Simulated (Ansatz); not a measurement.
**Ti$_{2}$AlC: zone-centre modes**

All numbers below come from DFT PBEsol, scalar-relativistic, plane waves, PAW in Ansatz 0.2.0. Settings: plane waves to 420 eV, k-mesh 18×18×4 (Γ-centred), Gaussian smearing 0.15 eV. No spin polarisation.

The starting cell (relaxed at this level; it needn't be the usual structure):

```xyz
8
Lattice="3.0379 0.0000 0.0000 -1.5190 2.6309 0.0000 0.0000 0.0000 13.6365" Properties=species:S:1:pos:R:3 pbc="T T T"
Ti    0.0000    1.7539    1.1356
Ti    1.5190    0.8770    7.9539
Ti    1.5190    0.8770   12.5009
Ti    0.0000    1.7539    5.6826
Al    0.0000    1.7539   10.2274
Al    1.5190    0.8770    3.4091
C     0.0000    0.0000    0.0000
C     0.0000    0.0000    6.8183
```

Harmonic modes by finite displacements of 0.02 Å, without the LO–TO term.

(1) At this geometry, is the structure stable against these modes?

(2) List the wavenumbers in cm⁻¹.

Answers

(1) Yes: no mode is imaginary beyond 10 cm⁻¹, and only the three translations lie near zero.

(2) 0, 0, 0, 98, 98, 150, 150, 150, 177, 177, 255, 276, 276, 276, 276, 317, 369, 401, 612, 618, 665, 665, 665, 665.

Cost: 1 run of about 2.6 core-minutes, on AMD EPYC 9R45 (Zen 5) (shared hosts).